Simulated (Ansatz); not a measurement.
## MgI$_{2}$ (P-3m1), stationary points along a deformation path

Level of theory: DFT PBE+D3(BJ), scalar-relativistic, plane waves, PAW in Ansatz 0.2.0. Cutoff 420 eV, Γ-centred 9×9×4 k-points, Gaussian smearing of 0.05 eV. No spin polarisation. Energies are free energies at this smearing, counted from the undisturbed cell; pressure is positive in compression.

Reference structure (as given, not relaxed at this level; it stands at -0.3 GPa):

```
CELL_PARAMETERS angstrom
4.15370 0.00000 0.00000
-2.07685 3.59721 0.00000
0.00000 0.00000 6.86200
ATOMIC_POSITIONS crystal
Mg 0.00000 0.00000 0.00000
I 0.33333 0.66667 0.75763
I 0.66667 0.33333 0.24237
```

At fixed volume and fractional coordinates, lengths along (0.000, 0.000, 1.000) are scaled against those across it; ρ is that ratio over its starting value. V = 34.177 Å³/atom. Δσ is the stress along the axis less the mean stress across it (compression positive).

```csv
ρ,ΔE (meV/atom),Δσ (GPa),space group
0.850,56.8,4.18,P-3m1
0.920,18.2,2.60,P-3m1
0.960,5.6,1.53,P-3m1
1.000,0.0,0.37,P-3m1
1.100,16.5,-2.94,P-3m1
1.200,75.4,-6.71,P-3m1
```

How does the stress give the slope of the energy, and where is the energy stationary?

Along the path d ln(length) is 2/3 d ln ρ on the axis and −1/3 d ln ρ across it, so dE/d ln ρ = −(2/3) V Δσ: the energy falls with ρ where Δσ is positive. Δσ vanishes or changes sign between ρ = 1.000 and 1.100, a minimum (near 1.01 by linear interpolation). Pairs of stationary points between two samples would go unseen, and could change a minimum read from distant neighbours into a maximum.

Integrate that slope from ρ = 1 to 0.850 by the trapezoid rule.

With V/N in Å³ and 1 eV/Å³ = 160.2 GPa the slopes at ρ = 1.000, 0.960, 0.920, 0.850 are -52, -218, -370, -594 meV/atom per unit of ln ρ. The steps add 5.5 + 12.5 + 38.1 = 56.2 meV/atom, against 56.8 from the energies; the trapezoid rule misses the curvature of the slope within each step.

Forces appear on the atoms along this scan, and letting them relax would lower the energy and soften the response.